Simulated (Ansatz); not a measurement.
# Field gradients of ZnPtC6N6 from run to run

Cell of run 1: a COD entry, taken as it stands.

Space group Fm-3m (No. 225); a = 10.5234 Å.

```csv
site,Wyckoff,site symmetry,x,y,z
Zn,4b,m-3m,0.5000,0.5000,0.5000
Pt,4a,m-3m,0.0000,0.0000,0.0000
C,24e,4m.m,0.5000,0.5000,0.1936
N,24e,4m.m,0.5000,0.5000,0.2966
```

One atom of each set is listed; the run and its k-mesh use a cell of 14 atoms with edges of 7.44, 7.44, 7.44 Å.

Relaxed positions (PBE, cell held):

Zn (0.5000, 0.5000, 0.5000)
Pt (0.0000, 0.0000, 0.0000)
C (0.5000, 0.5000, 0.1902)
N (0.5000, 0.5000, 0.3001)

All runs are DFT with Ansatz 0.2.0 (plane waves and PAW, scalar-relativistic unless spin–orbit coupling is named, Γ-centred meshes, Fermi–Dirac smearing where given) in this cell.

Run 1: PBE, atoms as given; 420 eV, 5×5×5 k-points, smearing 0.05 eV.
Run 2: PBE, atoms relaxed; 420 eV, 5×5×5 k-points, smearing 0.05 eV.
Run 3: r2SCAN, at the relaxed atoms; 500 eV, 5×5×5 k-points, smearing 0.05 eV.

(1) What does each run give, and what moves the gradients most?

## Answers

(1) 

| run | C V_zz (η) | N V_zz (η) |
| --- | --- | --- |
| 1 | -4.02 (0.00) | -7.21 (0.00) |
| 2 | -3.78 (0.00) | -5.82 (0.00) |
| 3 | -4.13 (0.00) | -6.09 (0.00) |

V_zz in 10²¹ V/m²; 2 of the 4 sets of like atoms are followed. Against run 1, the gradient tensors on these sites move by at most 1.40 in run 2 (N), 1.12 in run 3 (N). Taken one at a time, the positions of the atoms (as given or relaxed) move the tensors on these sites by up to 1.40 (largest principal value of the change, on N), the functional (r2SCAN with its higher cutoff) by 0.36 (C).

Without spin–orbit coupling the gradients at and beside Pt can be off by some per cent, at some sites by more. The database entry as given showed forces above 3 eV/Å or a pressure above 30 GPa, though relaxing it moves no atom far. In runs 1, 3 the atoms aren't at the calculated equilibrium (largest force 11, 0.81 eV/Å). The cell isn't the equilibrium one in run 1 (calculated pressure 12 GPa), and the entry's cell may itself be off.
